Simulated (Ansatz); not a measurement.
CaCu$_{2}$S$_{2}$ in space group P-3m1 (No. 164; Cu on 2d, Ca on 1a, S on 2d), DFT-r²SCAN in the program Ansatz with PAW potentials, all energies at zero smearing, with the estimated change up to a 700 eV cutoff added, with one set of potentials and settings (totals compare only within such a set). Cell of 5 atoms (2 Cu, 1 Ca, 2 S): -16901.290 eV.

```json
[
 {"element": "Cu", "reference phase": "Fm-3m, 1 atoms in the cell", "E (eV/atom)": "-6631.2396"},
 {"element": "Ca", "reference phase": "Fm-3m, 1 atoms in the cell", "E (eV/atom)": "-1821.6752"},
 {"element": "S", "reference phase": "P2/c, 32 atoms in the cell", "E (eV/atom)": "-905.8156"}
]
```

Formation energy per atom, worked out: (-16901.290 − 2×(-6631.2396) − 1×(-1821.6752) − 2×(-905.8156))/5 = -1.101 eV/atom (-106 kJ per mol of atoms), at 0 K, without zero-point energy or fitted corrections.

The workflow started from an entry of the Crystallography Open Database (COD, 293 K). Whether it is the stable phase at ambient conditions was not checked. The cell was relaxed with r²SCAN under the symmetry of its start; its stability against distortions is not shown here. No spin polarisation was allowed. The references are the lowest solids computed at this level, not always the standard phases.

Potentials: the later of the program's two PAW sets.
